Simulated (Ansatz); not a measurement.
**Structures of Be$_{2}$Si: which is lowest?**

Plane-wave DFT in Ansatz with scalar-relativistic PAW potentials, cutoff 420 eV, Γ-centred meshes chosen by cell and gap, Gaussian smearing with energies taken to zero width. Every cell was relaxed (cell and atoms) in a run of its own, within the symmetry of its start. Functional: PBE.

Relaxed structures (starts from databases or built by putting these elements on another compound's sites):
A. Fm-3m, 3 atoms in the computed cell, a = 5.284 Å; sites (symmetry × multiplicity) Be -43m × 8, Si m-3m × 4; start: built
B. C2/m, 6 atoms in the computed cell, a = 6.501 Å, b = 3.785 Å, c = 6.332 Å, β = 110.6°; sites (symmetry × multiplicity) Be m × 4 + m × 4, Si m × 4; start: built
C. I4_1/amd, 6 atoms in the computed cell, a = 3.507 Å, c = 10.953 Å; sites (symmetry × multiplicity) Be 2mm. × 8, Si -4m2 × 4; start: built

Rank them by energy. Could pressure change the order?

| structure | group | E − E(lowest) (meV/atom) | V (Å³/atom) | gap on mesh (eV) |
| --- | --- | --- | --- | --- |
| B | C2/m | 0.0 | 12.16 | 0.00 |
| A | Fm-3m | 5.9 | 12.29 | 0.00 |
| C | I4_1/amd | 418 | 11.23 | 0.00 |

B is lowest, 6 meV/atom under A. C is denser by 0.93 Å³/atom, so pressure favours it: ΔE/ΔV, with ΔE in eV and 1 eV/Å³ = 160.2 GPa, gives about 72 GPa for equal enthalpy if both cells were rigid; at such pressures compression changes ΔV much, so this is a scale only. Other structures may lie lower than all of these, and vibrations aren't counted.